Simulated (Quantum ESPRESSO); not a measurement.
Simulation results for Li$_{2}$HfAlIn$_{2}$Ir$_{2}$ (simulated cell)

All values are calculated (Quantum ESPRESSO 7.5). Calculation on a made-up metal alloy cell, not a measurement: no spin or spin-orbit, unrelaxed, 2900 K smearing, stress positive in tension, cell energy less fitted offsets; periodic Kohn-Sham density functional theory in plane waves with PseudoDojo standard norm-conserving scalar-relativistic pseudopotentials, each functional with its own files (v0.5 for PBE, v0.4.1 for LDA and PBEsol), eight atoms on drawn sites of a strained close-packed or body-centred lattice, each displaced and held fixed; the energy is the cell's free energy, ions and the entropy term -TS included, at the stated Fermi-Dirac width, less a fixed offset for each atom's element (shifted free energy); compositions with an open d shell lost a parallel starting moment in a cheaper test run, and other magnetic orders were not tried; an error bar is the largest change of its kind in a tighter rerun, never given below 0.002 eV, 0.02 GPa or 0.003 eV/angstrom, and covers cutoff and k-mesh only, not smearing or the files.

Settings shared by all entries: lattice type hexagonal close-packed; functional pbe; cutoff 1007 eV; fermi dirac smearing 0.25 eV; electrons removed 0; run command mpirun -np 4 pw.x -nk 4 -in in; run processor AMD EPYC, Zen 5, virtual cores; k mesh 8 x 5 x 3 shifted half a step off Gamma on each axis.

Notes on all entries: heavy elements are run without spin-orbit coupling, which real alloys of them have; a spin test at this wide smearing found no moment, but such smearing suppresses magnetism that the real alloy may have; lattice, volume and sites are drawn at random and may be unstable or far from any real phase; energies are for the whole cell, less offsets fitted to these runs, so they are not formation energies.

```yaml
- entry: 1
  formula: Li2HfAlIn2Ir2
  kind: "simulated cell"
  structure:
    cell_angstrom:
      - [3.0279, -0.0065, -0.0474]
      - [-0.0112, 5.2391, 0.0437]
      - [-0.1565, 0.0833, 9.8338]
    atoms_fractional:
      - [In, 0.00454, -0.00422, -0.00772]
      - [In, 0.02335, -0.00203, 0.51262]
      - [Li, 0.02797, 0.32862, 0.25369]
      - [Ir, 0.00261, 0.34707, 0.73809]
      - [Hf, 0.50401, 0.49096, -0.00516]
      - [Li, 0.5194, 0.50768, 0.50412]
      - [Ir, 0.51172, 0.83686, 0.25149]
      - [Al, 0.46123, 0.82555, 0.75599]
  settings:
    atom_site: [1, 2, 3, 4, 5, 6, 7, 8]
    "atom_energy_offset [eV]": [-1808.02, -1808.02, -195.67, -3133.86, -1535.13, -195.67, -3133.86, -63.26]
  results:
    "entropy_term_negative_ts [eV]": -1.159
    "pressure [GPa]": -8.66
    "stress_xx [GPa]": 5.69
    "stress_yy [GPa]": 9.68
    "stress_zz [GPa]": 10.6
    "stress_yz [GPa]": 3.54
    "stress_xz [GPa]": -0.35
    "stress_xy [GPa]": 0.21
    force_site: [1, 2, 3, 4, 5, 6, 7, 8]
    "force_x [eV/angstrom]": [-0.037, -0.166, -0.029, 0.159, 0.005, -0.032, 0.013, 0.087]
    "force_y [eV/angstrom]": [0.06, 0.116, -0.013, 0.188, 0.529, -0.014, -0.5, -0.366]
    "force_z [eV/angstrom]": [1.068, -1.06, 0.195, 0.984, -0.432, 0.073, -0.414, -0.414]
    "shifted_free_energy [eV]": -0.778
  notes: ["error bars: energy 0.002 eV, stress 0.057 GPa, force 0.0093 eV/Å, from a tighter rerun of a related cell, whose elements or sites may differ", "15 SCF iterations, 150 s of wall time on a shared machine"]
- entry: 2
  formula: Li2HfAlIn2Ir2
  kind: "simulated cell"
  structure:
    cell_angstrom:
      - [3.0279, -0.0065, -0.0474]
      - [-0.0112, 5.2391, 0.0437]
      - [-0.1565, 0.0833, 9.8338]
    atoms_fractional:
      - [Li, 0.00454, -0.00422, -0.00772]
      - [Li, 0.02335, -0.00203, 0.51262]
      - [Ir, 0.02797, 0.32862, 0.25369]
      - [Hf, 0.00261, 0.34707, 0.73809]
      - [Ir, 0.50401, 0.49096, -0.00516]
      - [In, 0.5194, 0.50768, 0.50412]
      - [Al, 0.51172, 0.83686, 0.25149]
      - [In, 0.46123, 0.82555, 0.75599]
  settings:
    atom_site: [1, 2, 3, 4, 5, 6, 7, 8]
    "atom_energy_offset [eV]": [-195.67, -195.67, -3133.86, -1535.13, -3133.86, -1808.02, -63.26, -1808.02]
  results:
    "entropy_term_negative_ts [eV]": -1.162
    "pressure [GPa]": -8.64
    "stress_xx [GPa]": 7.78
    "stress_yy [GPa]": 9.31
    "stress_zz [GPa]": 8.82
    "stress_yz [GPa]": 0.85
    "stress_xz [GPa]": -1.05
    "stress_xy [GPa]": 0.12
    force_site: [1, 2, 3, 4, 5, 6, 7, 8]
    "force_x [eV/angstrom]": [-0.033, -0.057, -0.022, 0.041, -0.072, -0.277, -0.021, 0.441]
    "force_y [eV/angstrom]": [0.044, 0.08, 0.005, -0.577, -0.287, -0.49, 0.135, 1.089]
    "force_z [eV/angstrom]": [0.558, -0.691, -1.029, 2.999, 0.221, -2.332, -0.42, 0.694]
    "shifted_free_energy [eV]": -0.521
  notes: ["error bars: energy 0.002 eV, stress 0.057 GPa, force 0.0093 eV/Å, from a tighter rerun of this cell", "13 SCF iterations, 132 s of wall time on a shared machine"]
- entry: 3
  formula: Li2HfAlIn2Ir2
  kind: "simulated cell"
  structure:
    cell_angstrom:
      - [3.0279, -0.0065, -0.0474]
      - [-0.0112, 5.2391, 0.0437]
      - [-0.1565, 0.0833, 9.8338]
    atoms_fractional:
      - [Li, 0.00454, -0.00422, -0.00772]
      - [In, 0.02335, -0.00203, 0.51262]
      - [Li, 0.02797, 0.32862, 0.25369]
      - [Ir, 0.00261, 0.34707, 0.73809]
      - [In, 0.50401, 0.49096, -0.00516]
      - [Hf, 0.5194, 0.50768, 0.50412]
      - [Al, 0.51172, 0.83686, 0.25149]
      - [Ir, 0.46123, 0.82555, 0.75599]
  settings:
    atom_site: [1, 2, 3, 4, 5, 6, 7, 8]
    "atom_energy_offset [eV]": [-195.67, -1808.02, -195.67, -3133.86, -1808.02, -1535.13, -63.26, -3133.86]
  results:
    "entropy_term_negative_ts [eV]": -1.111
    "pressure [GPa]": -7.03
    "stress_xx [GPa]": 5.8
    "stress_yy [GPa]": 6.9
    "stress_zz [GPa]": 8.4
    "stress_yz [GPa]": -0.39
    "stress_xz [GPa]": -0.66
    "stress_xy [GPa]": -0.52
    force_site: [1, 2, 3, 4, 5, 6, 7, 8]
    "force_x [eV/angstrom]": [-0.041, -0.191, -0.084, -0.089, 0.015, 0.018, 0.074, 0.297]
    "force_y [eV/angstrom]": [-0.044, 0.497, -0.032, 0.128, 0.172, -0.161, -0.259, -0.3]
    "force_z [eV/angstrom]": [-0.336, 0.241, -0.436, -0.204, -0.72, 1.984, -0.123, -0.405]
    "shifted_free_energy [eV]": -1.029
  notes: ["error bars: energy 0.002 eV, stress 0.057 GPa, force 0.0093 eV/Å, from a tighter rerun of a related cell, whose elements or sites may differ", "14 SCF iterations, 146 s of wall time on a shared machine"]
- entry: 4
  formula: Li2HfAlIn2Ir2
  kind: "simulated cell"
  structure:
    cell_angstrom:
      - [3.0279, -0.0065, -0.0474]
      - [-0.0112, 5.2391, 0.0437]
      - [-0.1565, 0.0833, 9.8338]
    atoms_fractional:
      - [Li, 0.00454, -0.00422, -0.00772]
      - [Hf, 0.02335, -0.00203, 0.51262]
      - [In, 0.02797, 0.32862, 0.25369]
      - [Al, 0.00261, 0.34707, 0.73809]
      - [In, 0.50401, 0.49096, -0.00516]
      - [Li, 0.5194, 0.50768, 0.50412]
      - [Ir, 0.51172, 0.83686, 0.25149]
      - [Ir, 0.46123, 0.82555, 0.75599]
  settings:
    atom_site: [1, 2, 3, 4, 5, 6, 7, 8]
    "atom_energy_offset [eV]": [-195.67, -1535.13, -1808.02, -63.26, -1808.02, -195.67, -3133.86, -3133.86]
  results:
    "entropy_term_negative_ts [eV]": -1.077
    "pressure [GPa]": -9.69
    "stress_xx [GPa]": 6.72
    "stress_yy [GPa]": 11.5
    "stress_zz [GPa]": 10.84
    "stress_yz [GPa]": 1.06
    "stress_xz [GPa]": 0.02977
    "stress_xy [GPa]": -0.05679
    force_site: [1, 2, 3, 4, 5, 6, 7, 8]
    "force_x [eV/angstrom]": [-0.03, 0.007, -0.008, 0.027, -0.012, -0.038, 0.063, -0.009]
    "force_y [eV/angstrom]": [-0.268, -1.423, 0.193, 0.459, 0.741, 0.133, 0.114, 0.051]
    "force_z [eV/angstrom]": [0.04, 0.099, 0.268, 0.04, -0.239, -0.043, 1.223, -1.389]
    "shifted_free_energy [eV]": -1.219
  notes: ["error bars: energy 0.002 eV, stress 0.057 GPa, force 0.0093 eV/Å, from a tighter rerun of a related cell, whose elements or sites may differ", "13 SCF iterations, 133 s of wall time on a shared machine"]
```
